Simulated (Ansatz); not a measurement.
A generated cell, not matched to a known phase here, of TlS: Fm-3m (No. 225), cF8, rock salt type; a = b = c = 5.726 Å, α = β = γ = 90.00°; Tl 4a (0.000, 0.000, 0.000); S 4b (0.500, 0.500, 0.500). The numbers are results of PBEsol (plane waves to 420 eV, PAW, scalar-relativistic; Ansatz, an electronic-structure program), not measurements. Element references, the lowest calculated here: S (Fddd), Tl (P6₃/mmc).

Problem. What formation energy of this Fm-3m form of TlS from the elements does PBEsol give?

Solution. -0.22 eV/atom.

A lower structure of this composition may exist.

Static energies, no anion corrections, no zero-point energy. Values are rounded to 0.01 eV/atom. Not shown to be the ambient phase of their composition (a lower form may be missing, and a cell relaxed within its start's symmetry can be a saddle point): TlS (Fm-3m). Spin-orbit coupling is missing from these energies, which matters for elements this heavy. The compounds carry no spin polarisation. The relaxed primitive cell holds an odd number of electrons. A magnetic state may lie lower.
